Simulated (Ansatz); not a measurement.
**Band structure of Te₂Mo**

```xyz
6
Lattice="3.5182 0.0000 0.0000 -1.7591 3.0469 0.0000 0.0000 0.0000 13.9736" Properties=species:S:1:pos:R:3 pbc="T T T"
Te    0.0000    2.0312    8.6776
Te    1.7591    1.0156    1.6908
Te    0.0000    2.0312   12.2828
Te    1.7591    1.0156    5.2960
Mo    0.0000    2.0312    3.4934
Mo    1.7591    1.0156   10.4802
```

Atom numbers follow the list: Te1, Te2, Te3, Te4, Mo5, Mo6.

The cell is COD entry 9009147, as deposited and not checked against the literature; nothing was relaxed.

No spin–orbit coupling, which matters for the heavy atoms here.

Theory: Ansatz 0.2.0, DFT, PBE, all-electron LAPW, scalar-relativistic.

Settings: a Γ-centred 11×11×3 k mesh, Fermi–Dirac smearing of 0.05 eV, basis error target 1 meV/atom, no spin polarisation.

Points in fractions of the reciprocal vectors of this cell: Γ (0, 0, 0), M (0.5, 0, 0), K (0.333, 0.333, 0), A (0, 0, 0.5), L (0.5, 0, 0.5), H (0.333, 0.333, 0.5). The path joins them by straight lines in the order Γ–M–K–Γ–A–L–H–A–L; legs that retrace an earlier one aren't tabulated. Energies are in eV from the top of the valence band.

Question: Is there a gap, and where are the band edges?

Answer: 0.73 eV, indirect from Γ to the line K (0.333, 0.333, 0)–Γ.

Question: List the levels between -8 and 6 eV at the symmetry points.

Answer: 
Γ: -5.89, -4.59, -3.11, -1.83 (×2), -1.81 (×2), -1.05 (×3), -1.01 (×2), -0.33, 0.00, 2.90 (×2), 3.04 (×2), 3.13 (×2), 3.38 (×2), 5.71
M: -5.83, -5.54, -4.92, -4.82, -3.92, -3.22, -2.53, -2.43, -1.97, -1.81, -1.01, -0.96, -0.60, -0.31, 1.27, 1.32, 1.46, 1.79, 2.62, 3.22, 3.70, 3.85, 4.05, 4.08, 5.31
K: -4.88, -4.67 (×2), -4.64, -4.21, -3.88, -3.36 (×2), -3.12 (×2), -1.83 (×2), -0.31, -0.07, 0.97 (×2), 1.16, 2.17, 2.31 (×2), 3.87 (×2), 4.22, 5.25 (×2), 5.84
A: -5.39 (×2), -2.03 (×2), -1.82 (×4), -1.03 (×4), -0.08 (×2), 2.94 (×4), 3.28 (×4)
L: -5.69 (×2), -4.91 (×2), -3.52 (×2), -2.48 (×2), -1.93 (×2), -0.97 (×2), -0.46 (×2), 1.29 (×2), 1.64 (×2), 3.05 (×2), 3.53 (×2), 4.10 (×2), 5.71 (×2)
H: -4.79 (×2), -4.65 (×2), -4.02 (×2), -3.62 (×2), -2.74 (×2), -2.00 (×2), -0.21 (×2), 0.98 (×2), 1.63 (×2), 2.38 (×2), 3.63 (×2), 4.98 (×2), 5.81 (×2)

Kohn–Sham gaps of semilocal functionals usually fall short of measured ones.
